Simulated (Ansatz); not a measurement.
Tl₃VSe₄:
```cif
data_Se8Tl6V2
_chemical_formula_sum 'V2 Tl6 Se8'
_space_group_name_H-M_alt 'I-43m'
_space_group_IT_number 217
_space_group_name_Hall 'I -4 2 3'
_cell_length_a 7.82535
_cell_length_b 7.82535
_cell_length_c 7.82535
_cell_angle_alpha 90.000
_cell_angle_beta 90.000
_cell_angle_gamma 90.000
loop_
_atom_site_label
_atom_site_type_symbol
_atom_site_symmetry_multiplicity
_atom_site_Wyckoff_symbol
_atom_site_fract_x
_atom_site_fract_y
_atom_site_fract_z
_atom_site_occupancy
V1 V 2 a 0.00000 0.00000 0.00000 1
Tl1 Tl 6 b 0.00000 0.00000 0.50000 1
Se1 Se 8 c 0.33163 0.33163 0.33163 1
```
(The calculation used a cell of 8 atoms; values per cell refer to that cell.)

Relaxed with r²SCAN.

Task: Tabulate the valence density and the electron localisation function along the shortest V–Se contact (2.28 Å), r²SCAN in the plane-wave PAW code Ansatz.

Result: 

| distance from V (Å) | density (e/Å³) | ELF |
|---|---|---|
| 0.23 | 13.52 | 0.72 |
| 0.34 | 10.30 | 0.74 |
| 0.46 | 6.96 | 0.72 |
| 0.57 | 4.18 | 0.64 |
| 0.68 | 2.29 | 0.48 |
| 0.80 | 1.24 | 0.33 |
| 0.91 | 0.80 | 0.28 |
| 1.03 | 0.69 | 0.39 |
| 1.14 | 0.70 | 0.59 |
| 1.26 | 0.79 | 0.73 |
| 1.37 | 0.91 | 0.78 |
| 1.48 | 1.18 | 0.78 |
| 1.60 | 1.94 | 0.74 |
| 1.71 | 3.78 | 0.64 |
| 1.83 | 7.95 | 0.48 |
| 1.94 | 16.02 | 0.30 |
| 2.05 | 28.06 | 0.17 |

The density is the valence pseudo-density with augmentation charge, so density and ELF within about 1 Å of a nucleus are not all-electron values.

The first step of the workflow began from a Materials Project structure, measured or hypothetical; the Crystallography Open Database copy checked does not list it. Whether it is the stable phase at ambient conditions was not checked. The r²SCAN relaxation kept the symmetry of its start; whether a distortion lowers the energy is not shown. The run is not spin-polarised. Spin–orbit coupling is left out wherever it is not named.

Potentials: the later of the program's two PAW sets.
